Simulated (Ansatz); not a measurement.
**Hg2Ru2O7, one structure, two calculations**

Cell: a refined structure from the COD, atoms as given.

Space group Fd-3m:1 (No. 227); a = 10.2011 Å.

```csv
site,Wyckoff,site symmetry,x,y,z
Hg,16d,.-3m,0.1250,0.1250,0.6250
Ru,16c,.-3m,0.6250,0.6250,0.1250
O9,48f,2.mm,0.9420,0.7500,0.2500
O21,8b,-43m,0.0000,0.0000,0.5000
```

One atom of each set is listed; the run and its k-mesh use a cell of 22 atoms with edges of 7.21, 7.21, 7.21 Å.

First run. Computed with Ansatz: DFT, PBE, plane waves and PAW, scalar-relativistic, collinear spin, 420 eV cutoff, Γ-centred 4×4×4 k-points, Fermi–Dirac smearing 0.02 eV. Start moments as typed (μB): 2 on each Ru, none on the rest.

```
site  V_zz (10²¹ V/m²)     η  m (μB)
  Hg            -18.94  0.00    0.00
  Ru             -8.02  0.00    0.12
  O9              4.45  0.29    0.02
```

Second run. The same atoms and settings, except that the mesh is 6×6×6 and the Fermi–Dirac smearing is 0.05 eV.

**Question.** What does the second run give?

**Answer.** 

```csv
site,V_zz,η,change of V_zz,m (μB)
Hg,-18.48,0.00,+0.46,0.00
Ru,-7.94,0.00,+0.08,0.00
O9,4.42,0.27,-0.03,0.00
```

The largest change of V_zz is on Hg, from -18.94 to -18.48. In per cent, |V_zz| changes by -2 on Hg, -1 on Ru, -1 on O (all sites that start above 2). Sites without a gradient aren't listed. The absolute magnetisation of the cell goes from 0.9 to 0.0 μB.

At this cell the principal stresses reach 5 GPa in size with PBE, which can matter for small gradients. Spin–orbit coupling is left out, which shifts gradients on Hg by a few per cent in wide-gap crystals, and can shift them far more where the calculated gap is small or absent, as here. Semilocal functionals can leave a metal where correlation in the d or f shell opens a gap in the real compound, and that would change the values at and beside Ru. With these PAW files V_zz is typically within 2 to 3 % of all-electron values, but misses above 10 % occur on Ru.
For the first run: The run lost most of its start moments on Ru; a state with other moments may lie lower. The magnetic order is the one that the run reached from its start moments, not necessarily the measured one (the real compound may not order at all).
For the second run: The start moments die out, and the run ends without spin.
